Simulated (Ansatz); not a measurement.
Zn4Te3S:
```
CELL_PARAMETERS angstrom
      4.21112     0.00000     0.00000
      0.00000     4.21112     0.00000
      0.00000     0.00000    11.79336
ATOMIC_POSITIONS crystal
  Zn 0.50000 0.00000 0.60169
  S  0.50000 0.50000 0.50000
  Zn 0.00000 0.50000 0.39831
  Te 0.00000 0.00000 0.26575
  Zn 0.50000 0.00000 0.13322
  Te 0.50000 0.50000 0.00000
  Zn 0.00000 0.50000 0.86678
  Te 0.00000 0.00000 0.73425
```

Relaxed with r²SCAN. Special points in fractions of this cell's reciprocal vectors: Γ (0.000, 0.000, 0.000); X (0.000, 0.500, 0.000); M (0.500, 0.500, 0.000); Z (0.000, 0.000, 0.500); R (0.000, 0.500, 0.500); A (0.500, 0.500, 0.500).

Question: List the band energies nearest the valence-band maximum at these points for r²SCAN with spin–orbit coupling (plane waves, PAW; program Ansatz).

Answer: In eV from the valence-band maximum; about four levels below and three above (degenerate sets whole), none deeper than 8.9 eV; points with the same levels are listed once.

```tsv
k	below	above
Γ	-0.17 -0.17 0.00 0.00	1.34 1.34 2.37 2.37
X	-0.87 -0.87 -0.80 -0.80	1.69 1.69 2.43 2.43
M	-2.44 -2.44 -2.29 -2.29	2.41 2.41 2.58 2.58
Z	-0.71 -0.71 -0.26 -0.26	2.23 2.23 2.25 2.25
R	-0.92 -0.92 -0.89 -0.89	2.25 2.25 2.91 2.91
A	-2.62 -2.62 -2.54 -2.54	3.13 3.13 3.19 3.19
```

Space group P-4m2. The start of the workflow was typed in or built on a structure type; neither database checked (COD, Materials Project) lists it. Its standing as an ambient phase is unchecked. The cell was relaxed with r²SCAN under the symmetry of its start; whether a distortion lowers the energy is not shown.

Potentials: the earlier of the program's two PAW sets.
